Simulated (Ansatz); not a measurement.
**Strain and the gap of Zn2C (antifluorite)**

Zn2C in the antifluorite structure, relaxed with r2SCAN in the plane-wave code Ansatz. The symmetry is Fm-3m (No. 225, cubic); a = 5.156 Å in the conventional setting, 11.42 Å³ an atom. C has 8 Zn at 2.23 Å; Zn has 4 C at 2.23 Å.

The axes x, y and z are those of this cell:
```yaml
crystal:
  lattice:
    - [0.00000, 2.57795, 2.57795]
    - [2.57795, 0.00000, 2.57795]
    - [2.57795, 2.57795, 0.00000]
  atoms:
    - { symbol: C, position: [0.00000, 0.00000, 0.00000] }
    - { symbol: Zn, position: [0.25000, 0.25000, 0.25000] }
    - { symbol: Zn, position: [0.75000, 0.75000, 0.75000] }
```

Unstrained: With HSE06 the gap is 0.747 eV and direct, at Γ. Meshes: HSE06 6×6×6. Strains are changes of length per length, and xy shears are angles. After each strain the atoms were relaxed again with r2SCAN within the symmetry that the strain leaves, so tilts or polar shifts that break it weren't tested; points keep the names that they have in the unstrained zone. No spin polarisation and no zero-point or thermal motion; the cell was built from a prototype and may be hypothetical.

Changes of the least gap in eV (an overlap counts as a negative gap):
```csv
strain,volume change (%),space group,HSE06
uniaxial -4.92 % along z,-4.9,I4/mmm,+0.086
"epitaxial -5.31 % in the xy plane, free normal strain +2.51 %",-8.1,I4/mmm,+0.257
"xy shear, engineering strain (angle) +0.6 %",0.0,Immm,-0.006
```

Uniaxial -4.92 % along z, other directions held. HSE06: the gap goes from 0.747 to 0.833 eV (+0.086 eV); with HSE06 the top three valence levels at Γ, degenerate before, become 1+2 from the top over 263 meV.

Epitaxial -5.31 % in the xy plane, free normal strain +2.51 %. HSE06: the gap goes from 0.747 to 1.004 eV (+0.257 eV); with HSE06 the top three valence levels at Γ, degenerate before, become 2+1 from the top over 543 meV.

Xy shear, engineering strain (angle) +0.6 %. HSE06: the gap goes from 0.747 to 0.741 eV (-0.006 eV).

The meshes of the hybrids are coarse, so their gaps aren't converged to the digits shown.

The splittings at Γ are without spin-orbit coupling, which regroups them where it is of like size or larger.
